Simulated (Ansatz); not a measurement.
AlPt$_{3}$:
```yaml
crystal:
  lattice:
    - [3.87339, 0.00000, 0.00000]
    - [0.00000, 3.87339, 0.00000]
    - [0.00000, 0.00000, 3.87506]
  atoms:
    - { symbol: Al, position: [0.50000, 0.50000, 0.50000] }
    - { symbol: Pt, position: [0.50000, 0.00000, 0.00000] }
    - { symbol: Pt, position: [0.00000, 0.50000, 0.00000] }
    - { symbol: Pt, position: [0.00000, 0.00000, 0.50000] }
```

Relaxed with PBEsol. Special points in fractions of this cell's reciprocal vectors: Γ (0.000, 0.000, 0.000); X (0.000, 0.500, 0.000); M (0.500, 0.500, 0.000); Z (0.000, 0.000, 0.500); R (0.000, 0.500, 0.500); A (0.500, 0.500, 0.500).

Q: List the band energies nearest the Fermi level at these points for plane-wave PAW PBEsol with spin–orbit coupling (Ansatz code).

A: In eV from the Fermi level; about four levels below and three above (degenerate sets whole), none deeper than 8.9 eV; points with the same levels are listed once.

```csv
k,below,above
Γ,-0.14 -0.14 -0.13 -0.13,0.19 0.19 0.23 0.23
X,-1.94 -1.94 -0.63 -0.63,0.63 0.63 4.02 4.02
M,-1.48 -1.48 -0.76 -0.76,1.72 1.72 1.83 1.83
R,-1.49 -1.49 -0.76 -0.76,1.71 1.71 1.83 1.83
A,-0.69 -0.69 -0.21 -0.21,0.38 0.38 0.38 0.38
```

Space group Pm-3m (Cu3Au type). The first step of the workflow began from a Materials Project structure, measured or hypothetical; the Crystallography Open Database copy checked does not list it. With Al and Pt taken as one species the cell has the higher symmetry Fm-3m, so it may be an ordered model of a mixed-site phase. Its standing as an ambient phase is unchecked. Symmetry was held in the PBEsol relaxation; of distortions, only those at the zone centre were tested. The run is not spin-polarised. Point labels and valley counts follow the cell and symmetry of the run, lower than the named group.

Potentials: the later of the program's two PAW sets.
